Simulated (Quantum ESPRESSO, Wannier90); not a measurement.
## PbI$_{2}$ (CdI2 type), plane waves to Wannier functions

Cell from Materials Project (mp-22893), symmetrised, no further relaxation. COD (Crystallography Open Database) has the formula in 4 space groups, this one among them (matched by group alone). Level: PBEsol, no spin polarisation, no spin-orbit coupling; pw.x of Quantum ESPRESSO at 56 Ry with PseudoDojo potentials, 12×12×4 k-points, Wannier90. Density: 12×12×4 mesh, cold smearing 0.01 Ry. Spin-orbit coupling is left out although heavy elements are present.

On the energy scale of pw.x, whose zero is arbitrary, the valence-band maximum lies at 3.06 eV.

Input w.win:

```
num_bands = 1
num_wann = 1
exclude_bands = 1-7,9-26
num_iter = 1000
conv_tol = 1.0e-6
conv_window = 4
write_hr = true
write_u_matrices = true
auto_projections = true
begin unit_cell_cart
ang
    4.6126901213    0.0000000000    0.0000000000
   -2.3063450607    3.9947068249    0.0000000000
    0.0000000000    0.0000000000    7.2570300000
end unit_cell_cart
begin atoms_frac
Pb   0.0000000000  0.0000000000  0.0000000000
I   -0.3333333333  0.3333333333 -0.2590500000
I    0.3333333333 -0.3333333333  0.2590500000
end atoms_frac
mp_grid = 12 12 4
begin kpoints
0.0000000000 0.0000000000 0.0000000000
0.0000000000 0.0000000000 0.2500000000
0.0000000000 0.0000000000 0.5000000000
... (573 more lines: the 12x12x4 mesh through Gamma)
end kpoints
```

Input of pw2wannier90.x that gives the overlap and projection files (equivalent; here they were cut from one run over all bands):

```
&inputpp
  outdir = './out'
  prefix = 'pwscf'
  seedname = 'w'
  write_amn = .true.
  write_mmn = .true.
  atom_proj = .true.
  atom_proj_exclude = 1 2 3 4 5 7 8 9 10 11 12 13 14 15 16 17
/
```

Output w.wout (banner and timings cut):

```
                                    ------
                                    SYSTEM
                                    ------

                              Lattice Vectors (Ang)
                    a_1     4.612690   0.000000   0.000000
                    a_2    -2.306345   3.994707   0.000000
                    a_3     0.000000   0.000000   7.257030

                   Unit Cell Volume:     133.72054  (Ang^3)

                        Reciprocal-Space Vectors (Ang^-1)
                    b_1     1.362152   0.786439  -0.000000
                    b_2     0.000000   1.572878   0.000000
                    b_3     0.000000  -0.000000   0.865807

 *----------------------------------------------------------------------------*
 |   Site       Fractional Coordinate          Cartesian Coordinate (Ang)     |
 +----------------------------------------------------------------------------+
 | pb   1   0.00000   0.00000   0.00000   |    0.00000   0.00000   0.00000    |
 | i    1  -0.33333   0.33333  -0.25905   |   -2.30635   1.33157  -1.87993    |
 | i    2   0.33333  -0.33333   0.25905   |    2.30635  -1.33157   1.87993    |
 *----------------------------------------------------------------------------*
                                ------------
                                K-POINT GRID
                                ------------

             Grid size = 12 x 12 x  4      Total points =  576

 *---------------------------------- MAIN ------------------------------------*
 |  Number of Wannier Functions               :                 1             |
 |  Number of Objective Wannier Functions     :                 1             |
 |  Number of input Bloch states              :                 1             |
 |  Output verbosity (1=low, 5=high)          :                 1             |
 |  Timing Level (1=low, 5=high)              :                 1             |
 |  Optimisation (0=memory, 3=speed)          :                 3             |
 |  Length Unit                               :               Ang             |
 |  Post-processing setup (write *.nnkp)      :                 F             |
 |  Using Gamma-only branch of algorithms     :                 F             |
 *----------------------------------------------------------------------------*
 *------------------------------- WANNIERISE ---------------------------------*
 |  Total number of iterations                :              1000             |
 |  Number of CG steps before reset           :                 5             |
 |  Trial step length for line search         :             2.000             |
 |  Convergence tolerence                     :         0.100E-05             |
 |  Convergence window                        :                 4             |
 |  Iterations between writing output         :                 1             |
 |  Iterations between backing up to disk     :               100             |
 |  Write r^2_nm to file                      :                 F             |
 |  Write xyz WF centres to file              :                 F             |
 |  Write on-site energies <0n|H|0n> to file  :                 F             |
 |  Use guiding centre to control phases      :                 F             |
 |  Use phases for initial projections        :                 F             |
 *----------------------------------------------------------------------------*
 *-------------------------------- PLOTTING ----------------------------------*
 |  Plotting Hamiltonian in WF basis          :                 T             |
 *----------------------------------------------------------------------------*

 *---------------------------------- K-MESH ----------------------------------*
 +----------------------------------------------------------------------------+
 |                    Distance to Nearest-Neighbour Shells                    |
 |                    ------------------------------------                    |
 |          Shell             Distance (Ang^-1)          Multiplicity         |
 |          -----             -----------------          ------------         |
 |             1                   0.131073                      6            |
 |             2                   0.216452                      2            |
 |             3                   0.227025                      6            |
 |             4                   0.253044                     12            |
 |             5                   0.262146                      6            |
 |             6                   0.313675                     12            |
 |             7                   0.339959                     12            |
 |             8                   0.346787                     12            |
       ... (lines left out)
 +----------------------------------------------------------------------------+
 | The b-vectors are chosen automatically                                     |
 | The following shells are used:                       1,  2                 |
 +----------------------------------------------------------------------------+
 |                        Shell   # Nearest-Neighbours                        |
 |                        -----   --------------------                        |
 |                          1               6                                 |
 |                          2               2                                 |
 +----------------------------------------------------------------------------+
 | Completeness relation is fully satisfied [Eq. (B1), PRB 56, 12847 (1997)]  |
 +----------------------------------------------------------------------------+
 |                  b_k Vectors (Ang^-1) and Weights (Ang^2)                  |
 |                  ----------------------------------------                  |
 |            No.         b_k(x)      b_k(y)      b_k(z)        w_b           |
 |            ---        --------------------------------     --------        |
 |             1         0.000000    0.131073    0.000000    19.402216        |
 |             2         0.113513    0.065537    0.000000    19.402216        |
 |             3         0.000000   -0.131073    0.000000    19.402216        |
 |             4         0.113513   -0.065537    0.000000    19.402216        |
 |             5        -0.113513   -0.065537    0.000000    19.402216        |
 |             6        -0.113513    0.065537    0.000000    19.402216        |
 |             7         0.000000    0.000000    0.216452    10.672056        |
 |             8         0.000000    0.000000   -0.216452    10.672056        |
 +----------------------------------------------------------------------------+
 |                           b_k Directions (Ang^-1)                          |
 |                           -----------------------                          |
 |            No.           x           y           z                         |
 |            ---        --------------------------------                     |
 |             1         0.000000    0.131073    0.000000                     |
 |             2         0.113513    0.065537    0.000000                     |
 |             3         0.113513   -0.065537    0.000000                     |
 |             4         0.000000    0.000000    0.216452                     |
 +----------------------------------------------------------------------------+

 Starting a new Wannier90 calculation ...

 Reading overlaps from w.mmn

 Reading projections from w.amn

 *------------------------------- WANNIERISE ---------------------------------*
 +--------------------------------------------------------------------+<-- CONV
 | Iter  Delta Spread     RMS Gradient      Spread (Ang^2)            |<-- CONV
 +--------------------------------------------------------------------+<-- CONV

 ------------------------------------------------------------------------------
 Initial State
  WF centre and spread    1  (  0.000000,  0.000000,  0.000000 )     3.44647116
  Sum of centres and spreads (  0.000000,  0.000000,  0.000000 )     3.44647116

      0     0.345E+01     0.0000000000        3.4464711557  <-- CONV
        O_D=      0.0000000 O_OD=      0.0000000 O_TOT=      3.4464712 <-- SPRD
 ------------------------------------------------------------------------------
      1     0.000E+00     0.0000000100        3.4464711557  <-- CONV
        O_D=      0.0000000 O_OD=      0.0000000 O_TOT=      3.4464712 <-- SPRD
      2     0.000E+00     0.0000000099        3.4464711557  <-- CONV
        O_D=      0.0000000 O_OD=      0.0000000 O_TOT=      3.4464712 <-- SPRD
      3     0.000E+00     0.0000000099        3.4464711557  <-- CONV
        O_D=      0.0000000 O_OD=      0.0000000 O_TOT=      3.4464712 <-- SPRD
      4     0.000E+00     0.0000000098        3.4464711557  <-- CONV
        O_D=      0.0000000 O_OD=      0.0000000 O_TOT=      3.4464712 <-- SPRD
             <<<     Delta < 1.000E-06  over  4 iterations     >>>
             <<< Wannierisation convergence criteria satisfied >>>
 Final State
  WF centre and spread    1  (  0.000000,  0.000000,  0.000000 )     3.44647116
  Sum of centres and spreads (  0.000000,  0.000000,  0.000000 )     3.44647116

         Spreads (Ang^2)       Omega I      =     3.446471156
        ================       Omega D      =     0.000000000
                               Omega OD     =     0.000000000
    Final Spread (Ang^2)       Omega Total  =     3.446471156
```
